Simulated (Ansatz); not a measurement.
A: BeS (zinc blende), a = 4.8685 Å, b = 4.8685 Å, c = 4.8685 Å, α = 90.00°, β = 90.00°, γ = 90.00°
B: NaI (rock salt), a = 6.460 Å, b = 6.460 Å, c = 6.460 Å, α = 90.00°, β = 90.00°, γ = 90.00°
C: HgTe (zinc blende), a = 6.5728 Å, b = 6.5728 Å, c = 6.5728 Å, α = 90.00°, β = 90.00°, γ = 90.00°

Scan: energy over volume and axial ratio (atoms clamped). All come from one method, each on a k mesh of its own. All were relaxed with their symmetry unable to fall. At this level the bands of HgTe touch or barely overlap. Spin-orbit coupling is left out.

Question: Order them by shear modulus C′ = (C11 − C12)/2 (fitted) (highest first) at the level r2SCAN (plane waves to 500 eV, PAW, scalar-relativistic; Ansatz, an electronic-structure program).

Answer: A (50 GPa), B (14 GPa), C (8 GPa)

(A scan under strain: stresses follow from slopes of the energy per volume, elastic moduli from its curvatures.)
